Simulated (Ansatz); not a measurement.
Values for one crystal, relaxed and computed with plane-wave PAW r²SCAN (Ansatz code); other levels are named.

| Property | Value |
|---|---|
| Volume per atom | 16.05 Å³ |
| Electronic character | metallic (no gap) |
| Bulk modulus (Birch–Murnaghan fit) | 121 GPa |
| Formation energy from the elements (no fitted shifts) | -0.45 eV/atom |
| Density of states at the Fermi level | 0.78 states/eV per atom (mean over ±0.08 eV) |
| Pressure derivative B′ | 3.9 |

**Question.** Which compound is it?
A. TiAl, L1₀ or tetragonal B2
B. TiCo, CsCl type
C. LuTl, L1₀ or tetragonal B2
D. LaAl2Zn2, I4/mmm (Al on 4d, La on 2a, Zn on 4e)

**Answer.** A, TiAl, L1₀ or tetragonal B2

Space group P4/mmm (L1₀ or tetragonal B2). Symmetry was held in the r²SCAN relaxation. The run is not spin-polarised. The references are the lowest solids computed at this level, not always the standard phases.

Potentials: the later of the program's two PAW sets.
